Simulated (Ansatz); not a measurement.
The numbers come from plane-wave PAW DFT (Ansatz): r2SCAN, no spin polarisation, 500 eV, 4×4×4 Γ-centred k points, fermi-dirac occupations (width 0.0145 eV). Nothing was relaxed.

Computed maps in the lattice plane spanned by b (left to right, 6.08 Å, 18 points from zero) and c (bottom to top, 6.08 Å, 18 points from zero), 90° apart, at height 0.000 along a. The fields are smooth PAW ones with compensation charges, not the true ones near nuclei.

Valence density. Digits on a logarithmic scale: 0 up to 0.03 e/Å³, each further digit a factor of 1.6, 9 from 1.3 e/Å³ up:
```
999631000000013699
997420000000002479
764310000100001346
332111122322111123
110012344544321001
000013456765431000
000024579997542000
000024699999642000
000135799999753100
000024699999642000
000024579997542000
000013456765431000
110012344544321001
332111122322111123
764310000100001346
997420000000002479
999631000000013699
999731000000013799
```

ELF. Ten even steps from '0' (0.01) to '9' (0.93):
```
764211000000011246
543110000000001134
221110012221001112
111100256665200111
110003677777630001
000026776667762000
000157754345775100
000267640004676200
000267630003676200
000267640004676200
000157754345775100
000026776667762000
110003677777630001
111100256665200111
221110012221001112
543110000000001134
764211000000011246
975211000000011257
```

Q: The cell is CdTe3. Which atoms lie within 0.2 Å of this plane, and where (fractions of b and c)?

A: Cd at (0.00, 0.00), Te at (0.50, 0.50). The whole cell:
```
CELL_PARAMETERS angstrom
6.07509 0.00000 0.00000
0.00000 6.07509 0.00000
0.00000 0.00000 6.07509
ATOMIC_POSITIONS crystal
Cd 0.00000 0.00000 0.00000
Te 0.50000 0.00000 0.50000
Te 0.00000 0.50000 0.50000
Te 0.50000 0.50000 0.00000
```

Origin: a known structure type with other elements, at an estimated volume, so it need not be a known compound. Caveats: many states at the Fermi level without spin polarisation, so a magnetic state may lie lower.
